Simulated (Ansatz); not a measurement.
LaB3N4, ordered on the wurtzite lattice (Cm) with 8 atoms a cell (no longer in that coordination) at its r2SCAN geometry, run in the PAW code Ansatz at 2 levels of theory. (Calculated; spin-unpolarised; the phase may be known or hypothetical.)

The r2SCAN input:
```yaml
crystal:
  lattice:
    - [5.3288677077, -1.3650684841, 0.3109291283]
    - [5.3288677077, 1.3650684841, 0.3109291283]
    - [-2.0771164353, 0.0, 5.4396225364]
  atoms:
    - { symbol: B, position: [-0.0555268256, -0.0555268256, 0.1309594109] }
    - { symbol: B, position: [0.237001949, 0.237001949, 1.0071905988] }
    - { symbol: "N", position: [0.8024296786, 0.8024296786, 0.0843404147] }
    - { symbol: "N", position: [0.1081661196, 0.1081661196, 0.8429508227] }
    - { symbol: B, position: [0.5261215173, 0.5261215173, 0.8472892979] }
    - { symbol: La, position: [0.7285496347, 0.7285496347, 0.5377331076] }
    - { symbol: "N", position: [0.3939292097, 0.3939292097, 0.6701080136] }
    - { symbol: "N", position: [0.5093287168, 0.5093287168, 0.1294283338] }
kpoints:
  mp_grid: { grid: [10, 10, 6] }
  band_path:
    path:
      - [0.0, 0.0, 0.0]
      - [-0.2679866939, 0.2679866939, 0.0]
      - [-0.7320133061, -0.2679866939, 0.0]
      - [-0.5, -0.5, 0.0]
      - [-0.5, -0.5, 0.5]
      - [-0.7419630372, -0.2580369628, 0.5]
      - [-0.2580369628, 0.2580369628, 0.5]
      - [0.0, 0.0, 0.5]
      - [-0.5, 0.0, 0.5]
      - [0.0, 0.0, -0.010417]
    npoints: 1
hamiltonian:
  xc: r2scan
scf:
  occupations: { method: fixed }
  n_extra_bands: 6
output:
  forces: true
  stress: true
  eigenvalues: true
  write_density: true
  write_potential: true
  elf: true
  volumetric_format: npy
```

Main results, then, where recorded, the levels near the gap in eV from the Fermi energy (columns number the bands from 0), one row a point of the path (Γ, C, C₂, Y₂, M₂, D, D₂, A, L₂, A–Γ (0.98)):
```
Crystal: 8 atoms, lattice volume = 80.902 Å³
Symmetry: 2 space group operations
Space group: Cm (ITA 8)
```
```
Basis set: ecut = 500 eV, 2035 PW (Γ), FFT grids on a1−a2, a2, a3
k-points: 172 of 600 (time reversal used)
SCF converged after 8 iterations
Free energy (F): -8280.163135 eV
Fermi energy:    10.578618 eV
--- Forces (eV/Å), atoms counted from 1 ---
  atom   1  B       0.00061      0.00000      0.00105
  atom   2  B       0.00008      0.00000    -0.00051
  atom   3  N       0.00053      0.00000      0.00169
  atom   4  N     -0.00032      0.00000    -0.00161
  atom   5  B       0.00208      0.00000      0.00634
  atom   6  La    -0.00046      0.00000    -0.00396
  atom   7  N     -0.00206      0.00000    -0.00295
  atom   8  N     -0.00037      0.00000    -0.00009
--- Stress (GPa, compression-positive) ---
        0.013971       0.000000       0.010841
        0.000000      -0.016172       0.000000
        0.010852       0.000000       0.018606
  P = ⅓ Tr σ = 0.0055 GPa (0.055 kbar)
```
```tsv
band_16	band_17	band_18	band_19	band_20	band_21	band_22
-2.730	-1.799	-1.655	0.000	0.707	2.573	2.784
-3.891	-3.073	-2.075	-1.195	0.973	2.176	2.871
-3.891	-3.073	-2.075	-1.195	0.973	2.176	2.871
-3.053	-2.040	-1.313	-0.136	0.604	2.541	2.718
-2.730	-2.379	-1.942	-0.115	0.543	2.446	2.626
-3.996	-2.883	-1.953	-1.640	0.611	1.786	2.587
-3.996	-2.883	-1.953	-1.640	0.611	1.786	2.587
-2.643	-2.017	-1.571	-0.010	0.756	2.235	2.682
-3.901	-2.934	-2.078	-1.459	0.688	1.719	2.587
-2.731	-1.799	-1.656	0.000	0.707	2.573	2.783
```

r2SCAN gives an indirect gap of 0.54 eV, from Γ to M₂; the least direct gap is 0.66 eV at M₂.

HSE06. Against the first input these blocks differ (the band path and keys that only write files left aside):
```yaml
kpoints:
  mp_grid: { grid: [6, 6, 4] }
hamiltonian:
  xc: hse06
```

```
Basis set: ecut = 420 eV, 1591 PW (Γ), FFT grids on a1−a2, a2, a3
k-points: 47 of 144 (time reversal used)
Exchange kernel: α = 0.2500, screened, ω = 0.2079 Å⁻¹, Wigner–Seitz truncation, v(0) = 1043.4463 eV·Å³, q-mesh 6×6×4
hybrid outer 1: dexx = +2.858e-2 eV, tail = 7.83e-5 eV
hybrid outer 2: dexx = +2.211e-6 eV, tail = 3.75e-8 eV, Δε = 5.33e-3 eV, ΔF = 8.66e-3 eV/Å
hybrid outer 3: dexx = +1.013e-9 eV, tail = 6.32e-10 eV, Δε = 5.45e-5 eV, ΔF = 1.12e-4 eV/Å
hybrid SCF converged: 3 outer / 16 inner (+7 warm-up)
Free energy (F): -8263.743652 eV
Fermi energy:    10.089908 eV
--- Forces (eV/Å), atoms counted from 1 ---
  atom   1  B     -0.01240      0.00000    -0.18121
  atom   2  B       0.09116      0.00000    -0.08566
  atom   3  N     -0.04125      0.00000    -0.02209
  atom   4  N       0.01415      0.00000      0.04159
  atom   5  B     -0.03239      0.00000      0.08577
  atom   6  La      0.29337      0.00000      0.29381
  atom   7  N     -0.30320      0.00000    -0.11325
  atom   8  N     -0.00936      0.00000    -0.01890
--- Stress (GPa, compression-positive) ---
       -2.823744       0.000000      -0.829689
        0.000000      -2.066431       0.000000
       -0.829721       0.000000      -1.484345
  P = ⅓ Tr σ = -2.1248 GPa (-21.248 kbar)
```
```tsv
band_16	band_17	band_18	band_19	band_20	band_21	band_22
-2.876	-1.948	-1.660	0.000	1.338	3.757	4.029
-4.032	-3.308	-2.200	-1.225	1.735	3.200	4.412
-4.032	-3.308	-2.200	-1.225	1.735	3.200	4.412
-3.275	-2.172	-1.301	-0.144	1.210	3.503	4.223
-2.919	-2.421	-2.097	-0.120	1.144	3.538	4.225
-4.191	-3.106	-2.100	-1.656	1.328	2.804	3.425
-4.191	-3.106	-2.100	-1.656	1.328	2.804	3.425
-2.803	-2.090	-1.662	-0.012	1.388	3.190	4.429
-4.094	-3.148	-2.202	-1.491	1.405	2.713	3.415
-2.876	-1.948	-1.661	0.000	1.338	3.757	4.027
```

HSE06 gives an indirect gap of 1.14 eV, from Γ to M₂; the least direct gap is 1.26 eV at M₂. With the atoms held, the mean pressure is -2.1 GPa (compression positive). The stress of a hybrid is loosely converged here.

The hybrids run on coarser meshes, which limits their stresses and small splittings of levels.

Totals of different functionals can't be compared.

The runs are scalar-relativistic, without spin-orbit coupling.
